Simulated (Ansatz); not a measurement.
Below is a relaxed structure of MgBe2Te3. The cell was found from a structure generator's guess, not taken from experiment.

All numbers below come from Ansatz, DFT PBE, scalar-relativistic, plane waves, PAW. Cutoff 420 eV, Γ-centred mesh, Gaussian smearing, no spin polarisation.

```
Mg Be Te
1.0
     8.05334    0.00000    0.00000
    -4.02667    6.97440    0.00000
     0.00000    0.00000    3.21507
Mg Be Te
1 2 3
Direct
  0.00000 0.00000 0.50000
  0.33333 0.66667 0.00000
  0.66667 0.33333 0.00000
  0.50000 0.00000 0.00000
  0.00000 0.50000 0.00000
  0.50000 0.50000 0.00000
```

The zero of energy is the elements' standard structures at the same level; no fitted shifts are applied.

(1) What space group does it have?

(2) What is its formation energy per atom?

(3) Is it a metal?

## Answers

(1) P6/mmm (No. 191). Conventional cell: a = 8.053 Å, c = 3.215 Å. Mg is surrounded by 2 Mg at 3.22 Å; Be is surrounded by 3 Te at 2.32 Å; Te has 2 Be at 2.32 Å.

(2) +0.35 eV/atom. It can't be a ground state, since the elements alone are lower.

(3) Yes, bands cross the Fermi level on the 6×6×12 mesh.

The last run used a 6×6×12 mesh (in the run's order of axes) for its 6-atom cell and Gaussian smearing of 0.10 eV. Spin–orbit coupling, which can matter for Te, is left out. The reference form of Te is held partly by dispersion forces, which this level lacks. Symmetry constrained the relaxation, so the result can be a saddle point. Another cell of MgBe2Te3 relaxed alike, in P-3m1, lies 0.51 eV/atom lower, so this cell isn't the stable form at this level.
